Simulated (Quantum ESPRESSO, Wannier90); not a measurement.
## Nb (bcc (W type)), plane waves to Wannier functions

Materials Project entry mp-75; symmetrised, unrelaxed at this level. This is the element's usual structure. Computed values, not measurements, from PBEsol: Quantum ESPRESSO (norm-conserving PseudoDojo potentials, cutoff 66 Ry, no spin polarisation, no spin-orbit coupling) on a Γ-centred 10×10×10 mesh, then Wannier90. Density: 18×18×18 mesh, cold smearing 0.01 Ry.

On the energy scale of pw.x, whose zero is arbitrary, the Fermi level lies at 17.54 eV.

Input w.win:

```
num_bands = 3
num_wann = 3
exclude_bands = 1,5-21
num_iter = 800
conv_tol = 1.0e-6
conv_window = 4
write_hr = true
write_u_matrices = true
auto_projections = true
begin unit_cell_cart
ang
   -1.6588150000    1.6588150000    1.6588150000
    1.6588150000   -1.6588150000    1.6588150000
    1.6588150000    1.6588150000   -1.6588150000
end unit_cell_cart
begin atoms_frac
Nb   0.0000000000  0.0000000000  0.0000000000
end atoms_frac
mp_grid = 10 10 10
begin kpoints
0.0000000000 0.0000000000 0.0000000000
0.0000000000 0.0000000000 0.1000000000
0.0000000000 0.0000000000 0.2000000000
... (997 more lines: the 10x10x10 mesh through Gamma)
end kpoints
```

Input of pw2wannier90.x that gives the overlap and projection files (equivalent; here they were cut from one run over all bands):

```
&inputpp
  outdir = './out'
  prefix = 'pwscf'
  seedname = 'w'
  write_amn = .true.
  write_mmn = .true.
  atom_proj = .true.
  atom_proj_exclude = 1 5 6 7 8 9 10
/
```

Output w.wout (banner and timings cut):

```
                                    ------
                                    SYSTEM
                                    ------

                              Lattice Vectors (Ang)
                    a_1    -1.658815   1.658815   1.658815
                    a_2     1.658815  -1.658815   1.658815
                    a_3     1.658815   1.658815  -1.658815

                   Unit Cell Volume:      18.25803  (Ang^3)

                        Reciprocal-Space Vectors (Ang^-1)
                    b_1     0.000000   1.893878   1.893878
                    b_2     1.893878   0.000000   1.893878
                    b_3     1.893878   1.893878   0.000000

 *----------------------------------------------------------------------------*
 |   Site       Fractional Coordinate          Cartesian Coordinate (Ang)     |
 +----------------------------------------------------------------------------+
 | nb   1   0.00000   0.00000   0.00000   |    0.00000   0.00000   0.00000    |
 *----------------------------------------------------------------------------*
                                ------------
                                K-POINT GRID
                                ------------

             Grid size = 10 x 10 x 10      Total points = 1000

 *---------------------------------- MAIN ------------------------------------*
 |  Number of Wannier Functions               :                 3             |
 |  Number of Objective Wannier Functions     :                 3             |
 |  Number of input Bloch states              :                 3             |
 |  Output verbosity (1=low, 5=high)          :                 1             |
 |  Timing Level (1=low, 5=high)              :                 1             |
 |  Optimisation (0=memory, 3=speed)          :                 3             |
 |  Length Unit                               :               Ang             |
 |  Post-processing setup (write *.nnkp)      :                 F             |
 |  Using Gamma-only branch of algorithms     :                 F             |
 *----------------------------------------------------------------------------*
 *------------------------------- WANNIERISE ---------------------------------*
 |  Total number of iterations                :               800             |
 |  Number of CG steps before reset           :                 5             |
 |  Trial step length for line search         :             2.000             |
 |  Convergence tolerence                     :         0.100E-05             |
 |  Convergence window                        :                 4             |
 |  Iterations between writing output         :                 1             |
 |  Iterations between backing up to disk     :               100             |
 |  Write r^2_nm to file                      :                 F             |
 |  Write xyz WF centres to file              :                 F             |
 |  Write on-site energies <0n|H|0n> to file  :                 F             |
 |  Use guiding centre to control phases      :                 F             |
 |  Use phases for initial projections        :                 F             |
 *----------------------------------------------------------------------------*
 *-------------------------------- PLOTTING ----------------------------------*
 |  Plotting Hamiltonian in WF basis          :                 T             |
 *----------------------------------------------------------------------------*

 *---------------------------------- K-MESH ----------------------------------*
 +----------------------------------------------------------------------------+
 |                    Distance to Nearest-Neighbour Shells                    |
 |                    ------------------------------------                    |
 |          Shell             Distance (Ang^-1)          Multiplicity         |
 |          -----             -----------------          ------------         |
 |             1                   0.267835                     12            |
 |             2                   0.378776                      6            |
 |             3                   0.463903                     24            |
 |             4                   0.535669                     12            |
 |             5                   0.598897                     24            |
 |             6                   0.656058                      8            |
 |             7                   0.708624                     48            |
 |             8                   0.757551                      6            |
       ... (lines left out)
 +----------------------------------------------------------------------------+
 | The b-vectors are chosen automatically                                     |
 | The following shells are used:                       1                     |
 +----------------------------------------------------------------------------+
 |                        Shell   # Nearest-Neighbours                        |
 |                        -----   --------------------                        |
 |                          1              12                                 |
 +----------------------------------------------------------------------------+
 | Completeness relation is fully satisfied [Eq. (B1), PRB 56, 12847 (1997)]  |
 +----------------------------------------------------------------------------+
 |                  b_k Vectors (Ang^-1) and Weights (Ang^2)                  |
 |                  ----------------------------------------                  |
 |            No.         b_k(x)      b_k(y)      b_k(z)        w_b           |
 |            ---        --------------------------------     --------        |
 |             1         0.189388    0.189388    0.000000     3.485027        |
 |             2         0.189388    0.000000    0.189388     3.485027        |
 |             3         0.000000    0.189388    0.189388     3.485027        |
 |             4        -0.189388   -0.189388    0.000000     3.485027        |
 |             5         0.000000   -0.189388    0.189388     3.485027        |
 |             6        -0.189388    0.000000    0.189388     3.485027        |
 |             7        -0.189388    0.000000   -0.189388     3.485027        |
 |             8         0.000000    0.189388   -0.189388     3.485027        |
 |             9        -0.189388    0.189388    0.000000     3.485027        |
 |            10         0.000000   -0.189388   -0.189388     3.485027        |
 |            11         0.189388    0.000000   -0.189388     3.485027        |
 |            12         0.189388   -0.189388    0.000000     3.485027        |
 +----------------------------------------------------------------------------+
 |                           b_k Directions (Ang^-1)                          |
 |                           -----------------------                          |
 |            No.           x           y           z                         |
 |            ---        --------------------------------                     |
 |             1         0.189388    0.189388    0.000000                     |
 |             2         0.189388    0.000000    0.189388                     |
 |             3         0.000000    0.189388    0.189388                     |
 |             4         0.000000   -0.189388    0.189388                     |
 |             5        -0.189388    0.000000    0.189388                     |
 |             6        -0.189388    0.189388    0.000000                     |
 +----------------------------------------------------------------------------+

 Starting a new Wannier90 calculation ...

 Reading overlaps from w.mmn

 Reading projections from w.amn

 *------------------------------- WANNIERISE ---------------------------------*
 +--------------------------------------------------------------------+<-- CONV
 | Iter  Delta Spread     RMS Gradient      Spread (Ang^2)            |<-- CONV
 +--------------------------------------------------------------------+<-- CONV

 ------------------------------------------------------------------------------
 Initial State
  WF centre and spread    1  (  0.000000,  0.000000, -0.000000 )     0.55654989
  WF centre and spread    2  ( -0.000000,  0.000000, -0.000000 )     0.55654989
  WF centre and spread    3  (  0.000000,  0.000000,  0.000000 )     0.55654989
  Sum of centres and spreads (  0.000000,  0.000000, -0.000000 )     1.66964967

      0     0.167E+01     0.0000000000        1.6696496722  <-- CONV
        O_D=      0.0000000 O_OD=      0.0014345 O_TOT=      1.6696497 <-- SPRD
 ------------------------------------------------------------------------------
      1    -0.111E-07     0.0000346264        1.6696496610  <-- CONV
        O_D=      0.0000000 O_OD=      0.0014344 O_TOT=      1.6696497 <-- SPRD
      2    -0.362E-13     0.0000017250        1.6696496610  <-- CONV
        O_D=      0.0000000 O_OD=      0.0014344 O_TOT=      1.6696497 <-- SPRD
      3    -0.713E-13     0.0000017229        1.6696496610  <-- CONV
        O_D=      0.0000000 O_OD=      0.0014344 O_TOT=      1.6696497 <-- SPRD
      4    -0.106E-12     0.0000017189        1.6696496610  <-- CONV
        O_D=      0.0000000 O_OD=      0.0014344 O_TOT=      1.6696497 <-- SPRD
             <<<     Delta < 1.000E-06  over  4 iterations     >>>
             <<< Wannierisation convergence criteria satisfied >>>
 Final State
  WF centre and spread    1  (  0.000000,  0.000000, -0.000000 )     0.55654989
  WF centre and spread    2  ( -0.000000,  0.000000, -0.000000 )     0.55654989
  WF centre and spread    3  (  0.000000,  0.000000,  0.000000 )     0.55654989
  Sum of centres and spreads (  0.000000,  0.000000, -0.000000 )     1.66964966

         Spreads (Ang^2)       Omega I      =     1.668215214
        ================       Omega D      =     0.000000000
                               Omega OD     =     0.001434447
    Final Spread (Ang^2)       Omega Total  =     1.669649661
```
